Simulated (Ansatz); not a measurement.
## BiS in the CsCl-type structure

The computed numbers are results of PBEsol, scalar-relativistic (no spin polarisation) in the plane-wave PAW code Ansatz at 420 eV, Γ-centred 10×10×10 mesh, 0.05 eV Gaussian smearing; PAW files: Ansatz's generated set soft_2.

Space group Pm-3m (No. 221). a = 3.522 Å, b = 3.522 Å, c = 3.522 Å, α = 90.00°, β = 90.00°, γ = 90.00°
```tsv
atom	site	symmetry	x	y	z
Bi	1a	m-3m	0.0000	0.0000	0.0000
S	1b	m-3m	0.5000	0.5000	0.5000
```

This is a trial structure made by placing the elements on a prototype's sites, so it needn't be the stable form.

The cell above was scaled in volume, its shape and atoms being fixed by the lattice's symmetry. Energies are counted from the cell above.

The cell is relaxed to zero pressure at this level.

```
V (Å³/atom)  ΔE (meV/atom)  P from the stress (GPa)
     20.964           9.80                     3.67
     21.400           2.43                     1.74
     21.837           0.00                     0.00
     22.274           2.12                    -1.58
     22.711           8.38                    -3.01
```

Question: Do the energies and the pressures agree? Compare −ΔE/ΔV between neighbouring points (1 meV/Å³ = 0.1602 GPa) with the mean of their pressures.

Answer: 
| interval (Å³/atom) | −ΔE/ΔV (GPa) | mean P (GPa) |
| --- | --- | --- |
| 20.96 to 21.40 | 2.7 | 2.7 |
| 21.40 to 21.84 | 0.9 | 0.9 |
| 21.84 to 22.27 | -0.8 | -0.8 |
| 22.27 to 22.71 | -2.3 | -2.3 |
They differ by 0.02 GPa at most.

Question: What do the two routes give for V0, B0 and B0′?

Answer: A third-order Birch–Murnaghan fit of the energies: V0 = 21.85 Å³/atom, B0 = 83 GPa, B0′ = 3.4. A polynomial of P in ln V, with B = −dP/d ln V at P = 0: V0 = 21.84 Å³/atom, B0 = 83 GPa, B0′ = 4.0. B0′ isn't converged to its last digit.

B0·V0 = 83.0 GPa × 21.85 Å³ = 11.31 eV/atom sets the scale: near the minimum ΔE ≈ ½ B0 V0 x², with x = V/V0 − 1, and a pressure of 0.8 GPa squeezes the volume by about 1 %. At the ends of the curve: x = −4.0 % predicts 9.2 meV/atom and the run gives 9.8; x = +4.0 % predicts 8.9 meV/atom and the run gives 8.4. Compression costs more and expansion less than the parabola says, since the crystal stiffens as it shrinks; B0′ measures that.

Spin–orbit coupling, which matters for such heavy elements, is left out. The cell is a metal with an odd number of electrons, and spin polarisation wasn't tried.
